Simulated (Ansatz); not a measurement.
This guess for MgO5 is about to be relaxed.

Space group R32:H (No. 155). a = 4.589 Å, b = 4.589 Å, c = 13.668 Å, α = 90.00°, β = 90.00°, γ = 120.00°
| atom | site | symmetry | x | y | z |
| --- | --- | --- | --- | --- | --- |
| Mg | 3b | 32 | 0.6667 | 0.3333 | 0.8333 |
| O | 9d | .2 | 0.3288 | 0.3288 | 0.0000 |
| O | 6c | 3. | 0.3333 | 0.6667 | 0.8325 |

Level of theory: DFT PBE, scalar-relativistic, plane waves, PAW in Ansatz. Cutoff 420 eV, Gaussian smearing, Γ-centred meshes. Cell and atoms relax first on a coarse mesh and then on a finer one. In between, the cell is made exact in the group found at 0.06 Å. In metals the finer mesh still leaves noise of several meV/atom or more. The steps can't lower the symmetry of their start. Collinear spin is switched on along the way, since trial moments persisted in a coarse test.

A guess keeps its type if space group and coordination stay and the shape of the cell changes little (axis ratios within about 15 %, angles within 6°); the volume may change.

Question: Does this structure survive the relaxation?

Answer: It doesn't keep its type. The symmetry stays R32 (No. 155). The volume per atom shrinks by 20.2 %, from 13.8 to 11.0 Å³. The shortest distance goes from 2.61 Å (O–O) to 2.12 Å (O–O). The ratio c/a of the conventional cell changes by a factor of 0.62. Counting neighbours within 15 % of an atom's shortest distance, the start has Mg 12, O 12 and the end Mg 6, O 1/4. In detail, at the end around Mg lie 6 O at 2.13 Å; O on a site of symmetry 2 has 2 Mg at 2.13 Å and 8 O at 2.44–2.55 Å; O on a site of symmetry 3 has 1 O at 2.12 Å and 6 O at 2.44–2.49 Å (long contacts).

Space group R32:H (No. 155). a = 4.992 Å, b = 4.992 Å, c = 9.215 Å, α = 90.00°, β = 90.00°, γ = 120.00°
```
atom  site  symmetry       x       y       z
  Mg    3b        32  0.3333  0.6667  0.1667
   O    9d        .2  0.4399  0.4399  0.0000
   O    6c        3. 0.3333  0.6667  0.7814
```

The last run used collinear spin, a 12×12×12 mesh for its 6-atom cell and Gaussian smearing of 0.10 eV. Another magnetic order may lie lower. A structure relaxed within its symmetry needn't be a true minimum. Another cell of MgO5 relaxed alike, in P6/mmm, lies 211 meV/atom lower, so this cell isn't the stable form at this level.

In counts of neighbours, a slash parts the counts of unlike sites.
